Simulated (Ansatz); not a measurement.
InPd (CsCl type, space group No. 221), PBEsol (plane waves, PAW; program Ansatz), all energies at zero smearing, with the estimated change up to a 700 eV cutoff added, with one set of potentials and settings (totals compare only within such a set). Cell of 2 atoms (1 In, 1 Pd): -12433.121 eV.

```json
[
 {"element": "In", "reference phase": "I4/mmm, 1 atoms in the cell", "E (eV/atom)": "-5525.4106"},
 {"element": "Pd", "reference phase": "Fm-3m, 1 atoms in the cell", "E (eV/atom)": "-6906.6520"}
]
```

Formation energy per atom, worked out: (-12433.121 − 1×(-5525.4106) − 1×(-6906.6520))/2 = -0.529 eV/atom (-51 kJ per mol of atoms), at 0 K, without zero-point energy or fitted corrections.

Space group Pm-3m (CsCl type). Symmetry was held in the PBEsol relaxation; of distortions, only those at the zone centre were tested. The run is not spin-polarised. The references are the lowest solids computed at this level, not always the standard phases.

Potentials: the later of the program's two PAW sets.
